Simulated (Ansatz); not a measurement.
A geometry of Sn away from equilibrium: the start of the relaxation of a relaxed Sn cell, doubled along one cell vector, shaken by Gaussian noise of σ = 0.08 Å a coordinate. Calculation: PBEsol (plane waves to 420 eV, PAW, scalar-relativistic; Ansatz, a program for electronic structure). Γ-centred k-mesh 12×12×6 on the run's cell (coarser than for final values), Fermi–Dirac smearing 0.05 eV.

```xyz
4
Lattice="0.0000 2.7753 5.8449 1.6638 0.0000 5.8449 3.3277 5.5507 0.0000" Properties=species:S:1:pos:R:3:forces:R:3 pbc="T T T" free_energy=-23798.857 pressure_GPa=0.9
Sn     1.8013     2.8776     1.5185   -0.2596   -0.1376   -0.3070
Sn     3.4193     5.5241     1.5190   -0.0265    0.1315   -0.5856
Sn     1.5025     2.8604     9.9768    0.3075    0.0670    0.5148
Sn     3.2671     5.5850    10.0380   -0.0215   -0.0608    0.3778
```

Positions in Å, forces in eV/Å, free energy of the cell in eV (comparable only within this code, potentials and settings). Largest force: 0.60 eV/Å, on Sn2, Sn3 (atoms numbered as listed); the geometry lies 0.07 eV/atom above the end of its relaxation.

No spin polarisation in the result.

The end of the path is a generated cell of Sn: the first start was made by placing the elements on the sites of a structure type, and the end was not matched to a known phase here, so it may be hypothetical. Known forms of Sn include space group No. 141, 227.
